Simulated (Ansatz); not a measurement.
La2Si:
```xyz
3
Lattice="2.1243 1.2265 7.1746 -2.1243 1.2265 7.1746 0.0000 -2.4529 7.1746" Properties=species:S:1:pos:R:3 pbc="T T T"
La     0.0000     0.0000    16.0394
La     0.0000     0.0000     5.4845
Si     0.0000     0.0000     0.0000
```

Relaxed with r²SCAN+D4. Special points in fractions of this cell's reciprocal vectors: Γ (0.000, 0.000, 0.000); T (0.500, 0.500, 0.500); H2 (0.814, 0.186, 0.500); H0 (0.500, -0.186, 0.186); L (0.500, 0.000, 0.000); S0 (0.343, -0.343, 0.000); S2 (0.657, 0.000, 0.343); F (0.500, 0.000, 0.500).

### Question
List the band energies nearest the Fermi level at these points for plane-wave PAW r²SCAN+D4 (Ansatz code).

### Answer
In eV from the Fermi level; about four levels below and three above (degenerate sets whole), none deeper than 8.9 eV; points with the same levels are listed once.

```json
[
 {"k": "Γ", "below": "-2.63 -1.06 -0.92 -0.92", "above": "1.15 1.34 1.34"},
 {"k": "T", "below": "-3.05 -0.86 -0.86 -0.27", "above": "0.32 1.37 1.37"},
 {"k": "H2", "below": "-6.48 -1.73 -1.69 -1.09", "above": "0.15 0.31 0.81"},
 {"k": "L", "below": "-2.17 -1.36 -0.75 -0.45", "above": "0.06 0.71 1.60"},
 {"k": "S0", "below": "-6.48 -1.71 -1.69 -1.07", "above": "0.07 0.37 0.82"},
 {"k": "F", "below": "-2.52 -1.17 -0.88 -0.66", "above": "0.14 1.30 1.84"}
]
```

Space group R-3m. The start of the workflow was typed in or built on a structure type; neither database checked (COD, Materials Project) lists it. Its standing as an ambient phase is unchecked. Symmetry was held in the r²SCAN+D4 relaxation; whether a distortion lowers the energy is not shown. Spin–orbit coupling is left out wherever it is not named.

Potentials: the earlier of the program's two PAW sets. The files were generated under PBE; for other functionals the program regenerates the frozen cores, and for LDA and PBEsol the local potential too.
